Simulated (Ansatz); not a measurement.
Starting cell, TaN (rock salt):

```yaml
crystal:
  lattice:
    - [0.00000, 4.39591, 4.39591]
    - [2.19795, 0.00000, 2.19795]
    - [2.19795, 2.19795, 0.00000]
  atoms:
    - { symbol: N, position: [0.00000, 0.00000, 0.00000] }
    - { symbol: N, position: [0.50000, 0.00000, 0.00000] }
    - { symbol: Ta, position: [0.25000, 0.50000, 0.50000] }
    - { symbol: Ta, position: [0.75000, 0.50000, 0.50000] }
```

The atoms are displaced by Q × the pattern below (from a DFPT mode at L = (0.5, 0.0, 0.0), largest move 1; Q in Å), at fixed cell. (q is in reciprocal vectors of the primitive cell; the cell shown is doubled to hold the pattern.)

| atom | x | y | z |
|---|---|---|---|
| N1 | 0.577 | -0.577 | -0.577 |
| N2 | -0.577 | 0.577 | 0.577 |

Atoms not listed stay in place.

Calculation: r2SCAN (plane waves to 500 eV, PAW, scalar-relativistic; Ansatz, a program for electronic structure). k mesh 9×18×18 (Γ-centred), Fermi-Dirac smearing 0.05 eV. The energy includes the smearing's −TS. With partly filled bands, energies and forces of such displacements shift with the k mesh and the smearing. Spin-orbit coupling is left out, though Ta is heavy. TaN is run without spin polarisation. TaN was relaxed with its symmetry unable to fall. The PAW data are Ansatz's earlier set. This is a high-temperature form of TaN. ΔE is measured from the undisplaced structure. The last digit holds for this mesh only.

```json
[
 {"Q (Å)": "-0.1000", "ΔE (meV/cell)": "116.6"},
 {"Q (Å)": "-0.0833", "ΔE (meV/cell)": "80.5"},
 {"Q (Å)": "-0.0667", "ΔE (meV/cell)": "withheld"},
 {"Q (Å)": "-0.0500", "ΔE (meV/cell)": "28.8"},
 {"Q (Å)": "-0.0333", "ΔE (meV/cell)": "12.8"},
 {"Q (Å)": "-0.0167", "ΔE (meV/cell)": "3.2"},
 {"Q (Å)": "0.0000", "ΔE (meV/cell)": "0.0"},
 {"Q (Å)": "0.0167", "ΔE (meV/cell)": "3.2"},
 {"Q (Å)": "0.0333", "ΔE (meV/cell)": "12.8"},
 {"Q (Å)": "0.0500", "ΔE (meV/cell)": "28.8"},
 {"Q (Å)": "0.0667", "ΔE (meV/cell)": "withheld"},
 {"Q (Å)": "0.0833", "ΔE (meV/cell)": "80.5"},
 {"Q (Å)": "0.1000", "ΔE (meV/cell)": "116.6"}
]
```

Task: Fit an even polynomial form (powers 2, 4) to the given rows and predict ΔE at Q = 0.0667.

Result: Least squares on the 11 given rows: ΔE = (11480)·Q² + (18160)·Q⁴, in meV/cell with Q in Å; root-mean-square residual 0.03 meV/cell. At 0.0667 the fit gives 51.4 meV/cell; the calculation gives 51.3 meV/cell, so the interpolation is off by 0.1 (+0.2 %). The quadratic term alone would give 51.1 meV/cell.

(For displaced atoms, the force is minus the slope of the energy, and its curvature is a force constant, which sets phonon frequencies.)
